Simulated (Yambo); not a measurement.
# MgTiF6: lowest vertical excitons

```xyz
8
Lattice="2.6083 1.5059 4.4445 -2.6083 1.5059 4.4445 0.0000 -3.0118 4.4445" Properties=species:S:1:pos:R:3 pbc="T T T"
F     -0.4456     1.5504     7.8060
F      0.4456    -1.5504     5.5275
F     -1.1199    -1.1611     7.8060
F      1.1199     1.1611     5.5275
F      1.5655    -0.3893     7.8060
F     -1.5655     0.3893     5.5275
Mg     0.0000     0.0000     6.6668
Ti     0.0000     0.0000     0.0000
```

The geometry is that of Materials Project entry mp-1399447, symmetrised and not relaxed again.

BSE in Yambo on norm-conserving LDA (Quantum ESPRESSO, 84 Ry, no spin-orbit coupling) bands: 4×4×4 mesh, 18 valence and 7 conduction bands, static screening with 70 bands and a 3 Ry block, scissor 4.70 eV, Tamm-Dancoff; field along x.

| state | energy (eV) | states within 2 meV | relative strength | class | main transitions |
|---|---|---|---|---|---|
| 1 | 6.08 | 1 | < 0.01 | dark | several band pairs |
| 2 | 6.19 | 2 | < 0.01 | dark | several band pairs |
| 3 | 6.24 | 1 | < 0.01 | dark | several band pairs |
| 4 | 6.26 | 1 | < 0.01 | dark | several band pairs |
| 5 | 6.28 | 2 | < 0.01 | dark | several band pairs |
| 6 | 6.47 | 1 | < 0.01 | dark | several band pairs |
| 7 | 6.49 | 2 | 0.02 | dark | several band pairs |
| 8 | 6.57 | 1 | < 0.01 | dark | several band pairs |

These are vertical excitations (zero momentum). The direct quasiparticle gap on this mesh is 9.54 eV; counted from there, state 1 is bound by 3.46 eV. On a 2×2×2 mesh the same difference is 3.42 eV.

Spin singlets only. Strengths are relative to the strongest of the lowest states of this run; strong means a line over 3 % of the spectrum's maximum, dark under 0.03 %. Absolute energies carry the error of the G0W0 scissor, whose convergence isn't established; the long-wavelength screening was taken along (1,1,1) although the crystal is anisotropic.

The structure is a Materials Project entry; no match was found in the copy of COD used, and its stability was not checked.
